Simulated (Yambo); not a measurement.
Yambo input for CaHBr (space group P4/nmm, No. 129) (a = b = 3.822 Å, c = 7.774 Å, α = β = γ = 90.00°), on PBEsol (pw.x of Quantum ESPRESSO, ONCV potentials, with spin-orbit coupling) wavefunctions on a 4×4×2 mesh:

```
optics
chi
dipoles
kernel
FFTGvecs= 40 Ry
Chimod= "HARTREE"
NGsBlkXd= 3 Ry
% QpntsRXd
 1 | 1 |
%
% BndsRnXd
 1 | 178 |
%
GrFnTpXd= "R"
% EnRngeXd
 0.0 | 20.0 | eV
%
% DmRngeXd
 0.2 | 0.2 | eV
%
CGrdSpXd= 50
ETStpsXd= 161
% LongDrXd
 1.0 | 0.0 | 0.0 |
%
% XfnQP_E
 2.275 | 1.0 | 1.0 |
%
```

First lines of the file o-*.eps_q1_inv_rpa_dyson:

```
Absorption @ Q(1):   1.00000000     0.00000000     0.00000000    [q->0 direction]
#
# [ X ] Hartree size     :   61
# [GEN] GF Energies     : Perdew, Burke & Ernzerhof SOL(X)+Perdew, Burke & Ernzerhof SOL(C)+ user defined corrections @E
# [GEN] Green`s Function     : Retarded
#
# [GEN] Gauge     : Length
# [GEN] [r,Vnl] included     : yes
#
#    E[1] [eV]     Im(eps)     Re(eps)     Im(eps_o)     Re(eps_o)
#
     0.000000     0.25987E-18     3.409999     0.27471E-18     3.760194
     0.125000     0.001272     3.410396     0.001500     3.760662
     0.250000     0.002548     3.411587     0.003003     3.762066
     0.375000     0.003830     3.413575     0.004514     3.764409
     0.500000     0.005121     3.416366     0.006037     3.767699
     0.625000     0.006426     3.419966     0.007575     3.771942
     0.750000     0.007747     3.424384     0.009133     3.777151
     0.875000     0.009087     3.429632     0.010714     3.783338
     1.000000     0.010452     3.435723     0.012323     3.790519
     1.125000     0.011843     3.442673     0.013965     3.798714
     1.250000     0.013266     3.450500     0.015645     3.807943
     1.375000     0.014725     3.459225     0.017367     3.818233
     1.500000     0.016224     3.468872     0.019138     3.829611
     1.625000     0.017768     3.479466     0.020962     3.842108
     1.750000     0.019362     3.491038     0.022846     3.855761
     1.875000     0.021012     3.503620     0.024798     3.870609
     2.000000     0.022725     3.517250     0.026824     3.886695
     2.125000     0.024506     3.531967     0.028933     3.904068
     2.250000     0.026364     3.547817     0.031133     3.922782
     2.375000     0.028306     3.564849     0.033435     3.942898
     2.500000     0.030341     3.583119     0.035848     3.964479
     2.625000     0.032480     3.602687     0.038385     3.987601
     2.750000     0.034733     3.623620     0.041060     4.012343
     2.875000     0.037112     3.645993     0.043887     4.038795
     3.000000     0.039631     3.669889     0.046883     4.067056
     3.125000     0.042307     3.695398     0.050067     4.097236
     3.250000     0.045157     3.722623     0.053460     4.129459
     3.375000     0.048200     3.751677     0.057088     4.163860
     3.500000     0.051460     3.782686     0.060977     4.200592
     3.625000     0.054963     3.815792     0.065161     4.239827
     3.750000     0.058740     3.851153     0.069677     4.281757
     3.875000     0.062826     3.888950     0.074568     4.326599
     4.000000     0.067263     3.929383     0.079885     4.374599
```
(The file goes on to the top of the energy range.) Convergence of the RPA response with its 4×4×2 mesh was not tested. The scissor comes from a G0W0 run whose convergence isn't established.

Geometry relaxed with PBE+D3(BJ).
